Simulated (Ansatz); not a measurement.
**Two states of EuGa$_{2}$**

```yaml
crystal:
  lattice:
    - [-2.31566, 3.80234, 3.80534]
    - [2.31566, -3.80234, 3.80534]
    - [2.31566, 3.80234, -3.80534]
  atoms:
    - { symbol: Ga, position: [0.21200, 0.15700, 0.05500] }
    - { symbol: Ga, position: [0.60200, 0.15700, 0.44500] }
    - { symbol: Ga, position: [0.78800, 0.84300, 0.94500] }
    - { symbol: Ga, position: [0.39800, 0.84300, 0.55500] }
    - { symbol: Eu, position: [0.79800, 0.54800, 0.25000] }
    - { symbol: Eu, position: [0.20200, 0.45200, 0.75000] }
```

Single point in Ansatz 0.2.0 with r2SCAN. Cutoff 500 eV, PAW datasets, 5×5×5 Γ-centred k mesh, gaussian filling (width 0.2699 eV).

State A: Eu5 up, Eu6 down (collinear spin). State B: Eu5 up, Eu6 up (collinear spin).

Which state is lower, and how do they differ?

State B is lower by 10.7 meV an atom at zero smearing; in free energy at this smearing B lies -12.1 meV an atom from A.

| state | free energy (meV/atom) | largest moment in a small sphere (μB) | net moment (μB/cell) | gap on mesh (eV) | pressure (GPa) | largest force (eV/Å) |
| --- | --- | --- | --- | --- | --- | --- |
| A | 12.1 | 6.82 | 0.00 | metal | -0.8 | 0.52 |
| B | 0.0 | 6.83 | 14.21 | metal | -1.1 | 0.50 |

Origin: a database entry at a rescaled volume. Caveats: the k mesh is coarse if the cell is a metal; wide smearing; f shells without a U or exact exchange are poorly placed.
